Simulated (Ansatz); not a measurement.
# CsLiCr2Te2S3: changing the choice of potentials or basis

```
Cs Li Cr Te S
1.0
     3.42162   -5.18069    0.00784
     3.42162    5.18069    0.00784
    -2.90411    0.00000    7.43093
Cs Li Cr Te S
1 1 2 2 3
Direct
  0.09374 0.09374 0.00853
  0.58875 0.58875 0.55336
  0.05646 0.46755 0.55790
  0.46755 0.05646 0.55790
  0.56486 0.87357 0.29035
  0.87357 0.56486 0.29035
  0.81151 0.39697 0.73347
  0.39697 0.81151 0.73347
  0.21404 0.21404 0.48371
```

The cell comes from a database or a generator and needn't be the stable form of this composition.

Kept alike: task single point; functional PBE; k mesh 5 × 5 × 4; occupations fermi-dirac, width 0.05 eV; collinear spin, ferromagnetic start. Program: Ansatz. Cutoffs run from 871 to 1279 eV. The mesh is that of the run's cell of 9 atoms. No spin-orbit coupling.

| choice of potentials or basis | moment of the cell (μB) |
| --- | --- |
| Ansatz NC with PseudoDojo standard (PBE files) | 4.01 |
| Ansatz PAW (files of its older set among them) | 4.01 |
| JTH PAW | 4.01 |
| PseudoDojo standard (PBE files) | 4.03 |
| SPMS NC | 4.03 |

For a metal such a mesh leaves the last digits unconverged. The runs hold the magnetic state that their start led to, which needn't be the lowest.

Q: What does the choice of potentials or basis change here?

A: The moment of the cell runs from 4.01 (Ansatz NC with PseudoDojo standard (PBE files); Ansatz PAW (files of its older set among them); JTH PAW) to 4.03 μB (PseudoDojo standard (PBE files); SPMS NC).
